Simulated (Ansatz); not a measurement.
Nb2N:
```yaml
crystal:
  lattice:
    - [3.11539, 0.00000, 0.00000]
    - [-1.55770, 2.69801, 0.00000]
    - [0.00000, 0.00000, 4.79790]
  atoms:
    - { symbol: Nb, position: [0.66667, 0.33333, 0.25416] }
    - { symbol: Nb, position: [0.33333, 0.66667, 0.74584] }
    - { symbol: N, position: [0.00000, 0.00000, 0.50000] }
```

This is the PBEsol-relaxed structure. x, y and z are the axes in which the lattice vectors are written.

**Question.** All from PBEsol in the plane-wave PAW code Ansatz, unless another level is named. Predict the bulk modulus (Birch–Murnaghan fit).

**Answer.** 246 GPa.

**Question.** Predict the highest zone-centre frequency.

**Answer.** 548 cm^-1.

**Question.** Predict the elastic constants (relaxed ions, GPa).

**Answer.** C11 = 438, C12 = 113, C13 = 178, C14 = -35.9, C33 = 420, C44 = 101.

Space group P-3m1 (anti-CdI2 type). The first step of the workflow began from a Materials Project structure, measured or hypothetical; the Crystallography Open Database copy checked does not list it. Its standing as an ambient phase is unchecked. The cell was relaxed with PBEsol under the symmetry of its start; whether a distortion lowers the energy is not shown. The run is not spin-polarised. With an odd number of electrons in the cell and no spin polarisation, the count alone makes it a metal. As this level gives no gap, shear constants depend on the k-mesh and smearing (Fermi–Dirac, 0.1 eV here). As this level gives no gap, phonon frequencies hold no LO–TO term and depend on the k-mesh and smearing (Fermi–Dirac, 0.1 eV here).

Potentials: the later of the program's two PAW sets.
